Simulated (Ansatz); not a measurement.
AlN (zinc blende), relaxed and computed with several functionals in Ansatz (plane waves, PAW). Much of their spread follows the volume that each gives.

```csv
functional,V (Å³/atom),B₀ by P(V) fit (GPa)
PBE,10.67,193
r²SCAN,10.43,210
HSE06,10.40,212
LDA,10.23,?
```

**Question.** Fit a straight line to ln B₀ against ln V and predict the withheld value.

**Answer.** Least squares on the 3 shown rows: ln B₀ = -3.68 × ln V + (13.975), with a scatter of 0.0 %. For LDA this gives 225. The run itself gave 210, a miss of 7.1 % of that, well beyond the scatter: the line misses something about this case.

All cells were relaxed under the symmetry of their starts (and spin orders); stability against distortions was not tested throughout.

Potentials: the earlier of the program's two PAW sets. The files were generated under PBE; for other functionals the program regenerates the frozen cores, and for LDA and PBEsol the local potential too.

Ansatz (an electronic-structure program) is a plane-wave DFT program.
